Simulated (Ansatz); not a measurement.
P$_{3}$N$_{5}$:
```xyz
16
Lattice="4.0661 2.9313 0.0000 -4.0661 2.9313 0.0000 -3.9862 0.0000 8.2725" Properties=species:S:1:pos:R:3 pbc="T T T"
P     -2.9897     3.0335     6.2044
P     -0.9966     2.8292     2.0681
P      0.8699     1.1963     0.4560
P     -4.8561     4.6663     7.8165
P     -2.8630     1.1963     3.6802
P     -1.1233     4.6663     4.5923
N     -1.5758     3.7794     0.8265
N     -2.4105     2.0832     7.4461
N     -0.4174     3.7794     3.3098
N     -3.5689     2.0832     4.9627
N     -1.6869     3.7450     5.7193
N     -2.2993     2.1176     2.5532
N     -4.2924     3.7450     6.6895
N      0.3062     2.1176     1.5831
N      0.0000     0.0000     0.0000
N     -1.9931     0.0000     4.1363
```

Relaxed with r²SCAN.

Q: Map the electron localisation function on the plane through (0.517, 0.517, 0.750) spanned by u = [1, 1, 0] and v = [1, -1, 1] in lattice vectors, from the program Ansatz at the r²SCAN level (PAW).

A: x is the fraction of u, y of v (the angle between them is 90°; rows are the nearest grid lines); atoms in the plane: P at (0.00, 0.00), P at (0.47, 0.50), N at (0.63, 0.35), N at (0.84, 0.15), N at (0.63, 0.65), N at (0.84, 0.85).
```
|000243210000000000000012342000|
|101333110000000000024567899951|
|632332100000000000147889999996|
|752110000000000000368986237997|
|852000000000000000136875247998|
|631000000000001222211246788876|
|310000000000024566532112456643|
|000000000001368998777642110000|
|000000000001368973016887410000|
|000000001122368998889987410000|
|000000011233348999999876300000|
|000000012431000157653210000000|
|000000012431000157653210000000|
|000000011233348999999876300000|
|000000001122368998889987410000|
|000000000001368973016887410000|
|000000000001368998777642110000|
|310000000000024566532112456643|
|631000000000001222211246788876|
|852000000000000000136875247998|
|752110000000000000368986237997|
|632332100000000000147889999996|
|101333110000000000024567899951|
|000243210000000000000012342000|
```
Scale: ten equal steps from -0.001 (start of '0') to 0.918 (end of '9'), in the order '0123456789'; x runs from 0.000 to 1.00, y from 0.000 (bottom) to 1.00 (top).

The density is the valence pseudo-density with augmentation charge, so density and ELF within about 1 Å of a nucleus are not all-electron values.

Space group C2/c. The workflow started from a Materials Project entry (that database holds measured and hypothetical structures alike); the Crystallography Open Database copy checked does not list it. Its standing as an ambient phase is unchecked. The r²SCAN relaxation kept the symmetry of its start; whether a distortion lowers the energy is not shown.

Potentials: the later of the program's two PAW sets.
